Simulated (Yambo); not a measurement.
Yambo run on CuI (space group Cmcm, No. 63). The wavefunctions are PBEsol (Quantum ESPRESSO, PseudoDojo norm-conserving, 92 Ry, no spin-orbit coupling) ones on a 2×2×4 mesh (26 occupied bands); a = 4.811 Å, b = 4.811 Å, c = 4.366 Å, α = 90.00°, β = 90.00°, γ = 93.18°.

Yambo input:

```
gw0
dyson
el_el_corr
HF_and_locXC
ppa
em1d
EXXRLvcs= 92 Ry
VXCRLvcs= 368 Ry
Chimod= "HARTREE"
% BndsRnXp
 9 | 224 |
%
NGsBlkXp= 8 Ry
% LongDrXp
 1.0 | 1.0 | 1.0 |
%
PPAPntXp= 27.2114 eV
% GbndRnge
 1 | 224 |
%
GTermKind= "BG"
DysSolver= "n"
ExtendOut
% QPkrange
 1 | 1 | 26 | 27 |
%
```

k points by index: 1 = Γ.

Resulting energies as the program prints them:

```
#    K-point    Band    Eo [eV]    E [eV]    E-Eo [eV]    Vxc [eV]    Vnlxc [eV]    Sc|Eo [eV]    Sc|E [eV]    dSc/dw|Eo [eV]    Re(Z)    Im(Z)
#
    1    26    0.000000    -0.435237    -0.435237    -23.23643    -27.72956    3.918445    4.057902    -8.716101    0.757394    -0.001592
    1    27    0.756338    1.025411    0.269073    -12.00841    -7.993783    -3.677279    -3.745553    -6.901716    0.797679    -0.001413
```
(The two width columns are left out.) Convergence of these settings isn't established.

Geometry relaxed with PBE+D3(BJ).

This is not the ordinary phase of the substance; no match was found in the copy of COD used, and its stability was not checked.
